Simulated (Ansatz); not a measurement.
## Data sheet: YbPd (DFT)

YbPd:
```yaml
crystal:
  lattice:
    - [3.46375, 0.00000, 0.00000]
    - [0.00000, 3.46375, 0.00000]
    - [0.00000, 0.00000, 3.46375]
  atoms:
    - { symbol: Pd, position: [0.00000, 0.00000, 0.00000] }
    - { symbol: Yb, position: [0.50000, 0.50000, 0.50000] }
```
The run is spin-polarised; directions of the spins, atom by atom: 0 0.

Space group Pm-3m (No. 221), CsCl type; conventional cell a = 3.4638 Å, b = 3.4638 Å, c = 3.4638 Å, α = 90.00°, β = 90.00°, γ = 90.00°.

Method: r²SCAN in the plane-wave PAW code Ansatz. Structure relaxed to zero pressure with the same functional. Other levels are named where they apply.

### Cell and energy

* **Volume per atom**: 20.78 Å³
* **Density**: 11.17 g/cm³
* **Formation energy from the elements (no fitted shifts)**: -0.83 eV/atom

### Electronic structure

Electronic character: metallic (no gap)
Density of states at the Fermi level: 2.6 states/eV per atom (mean over ±0.08 eV)

### Magnetism

Magnetic order: ferromagnetic
Net moment: 0.13 μB per atom

### Mechanics

Bulk modulus (Birch–Murnaghan fit): 77.9 GPa
Pressure derivative B′: 4.8

### Charges

Bader charges: Pd -1.35, Yb +1.35 e

The workflow started from an entry of the Crystallography Open Database (COD). Its standing as an ambient phase is unchecked. Symmetry was held in the r²SCAN relaxation; whether a distortion lowers the energy is not shown. The final state is ferromagnetic, the only order run, not a proven ground state. Caveat: open 4f shells can settle in a state that is not the lowest. Other orbital occupations within this spin state were not tried. No Hubbard U is applied. The references are the lowest solids computed at this level, not always the standard phases. Spin–orbit coupling is left out wherever it is not named.

Potentials: the later of the program's two PAW sets.
